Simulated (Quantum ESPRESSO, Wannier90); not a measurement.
## Wannier functions of SnO2 (Pnnm)

```
begin unit_cell_cart
ang
    4.7880000000    0.0000000000    0.0000000000
    0.0000000000    4.8665800000    0.0000000000
    0.0000000000    0.0000000000    3.2409000000
end unit_cell_cart
begin atoms_frac
Sn   0.5000000000  0.5000000000  0.5000000000
Sn   0.0000000000  0.0000000000  0.0000000000
O    0.2918500000  0.3210400000  0.0000000000
O   -0.2918500000 -0.3210400000  0.0000000000
O   -0.2081500000  0.1789600000  0.5000000000
O    0.2081500000 -0.1789600000  0.5000000000
end atoms_frac
```

Cell from Materials Project (mp-550172), symmetrised, no further relaxation. Not found in the COD (Crystallography Open Database) copy used, which has the formula in other groups; not checked further. Level: PBEsol, spinors with spin-orbit coupling; pw.x of Quantum ESPRESSO at 68 Ry with PseudoDojo potentials, 4×4×6 k-points, Wannier90. Density: 6×6×10 mesh, Gaussian smearing 0.01 Ry.

A tight-binding model is made by disentanglement and projection with no localisation steps (num_iter = 0), so the 48 orbitals stay atom-like: hydrogen-like Sn: s;p; O: s;p, axes along x, y, z; frozen window up to 2.22 eV relative to the valence-band maximum. It follows pw.x to 0.4 meV rms for states up to 1.7 eV relative to the valence-band maximum. Matrix elements depend on this choice of orbitals and windows.

Problem. What are the on-site energies relative to the valence-band maximum, and how fast do the hoppings decay?

Solution. 
```
atom         orbitals  energy (eV)
----  ---------------  -----------
Sn1             s↑ s↓         1.85
Sn1           pz↑ pz↓         9.29
Sn1           px↑ px↓         8.19
Sn1           py↑ py↓         8.23
Sn2             s↑ s↓         1.85
Sn2           pz↑ pz↓         9.29
Sn2           px↑ px↓         8.19
Sn2           py↑ py↓         8.23
O3              s↑ s↓       -15.67
O3            pz↑ pz↓        -1.96
O3    px↑ px↓ py↑ py↓        -1.72
O4              s↑ s↓       -15.67
O4            pz↑ pz↓        -1.96
O4    px↑ px↓ py↑ py↓        -1.72
O5              s↑ s↓       -15.67
O5            pz↑ pz↓        -1.96
O5    px↑ px↓ py↑ py↓        -1.72
O6              s↑ s↓       -15.67
O6            pz↑ pz↓        -1.96
O6    px↑ px↓ py↑ py↓        -1.72
```

```csv
distance of the centres (Å),largest modulus (eV)
2–3,1.8
3–4,0.70
4–5,0.067
5–6,0.036
6–7,0.028
7–8,0.0074
8–9,0.0069
```
